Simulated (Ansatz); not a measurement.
K2TeCl6:
```yaml
crystal:
  lattice:
    - [0.00000, 5.08757, 5.08757]
    - [5.08757, 0.00000, 5.08757]
    - [5.08757, 5.08757, 0.00000]
  atoms:
    - { symbol: K, position: [0.75000, 0.75000, 0.75000] }
    - { symbol: K, position: [0.25000, 0.25000, 0.25000] }
    - { symbol: Te, position: [0.00000, 0.00000, 0.00000] }
    - { symbol: Cl, position: [0.25001, 0.25001, 0.74999] }
    - { symbol: Cl, position: [0.74999, 0.74999, 0.25001] }
    - { symbol: Cl, position: [0.74999, 0.25001, 0.25001] }
    - { symbol: Cl, position: [0.25001, 0.74999, 0.74999] }
    - { symbol: Cl, position: [0.25001, 0.74999, 0.25001] }
    - { symbol: Cl, position: [0.74999, 0.25001, 0.74999] }
```

r²SCAN in the plane-wave PAW code Ansatz gives a gap of 2.70 eV without spin–orbit coupling, maximum at W, minimum at L.

What happens when spin–orbit coupling is switched on?

The gap falls by 0.11 eV, to 2.59 eV; maximum at W, minimum at L.

Give the electron effective mass with spin–orbit coupling.

0.52, 0.52, 1.1 mₑ (principal values).

Space group Fm-3m. The first step of the workflow began from a Materials Project structure, measured or hypothetical; the Crystallography Open Database copy checked does not list it. COD files the formula under space group No. 139, so this cell is another polymorph or a model. Whether it is the stable phase at ambient conditions was not checked. The cell was relaxed with r²SCAN under the symmetry of its start; its stability against distortions is not shown here.

Potentials: the later of the program's two PAW sets.
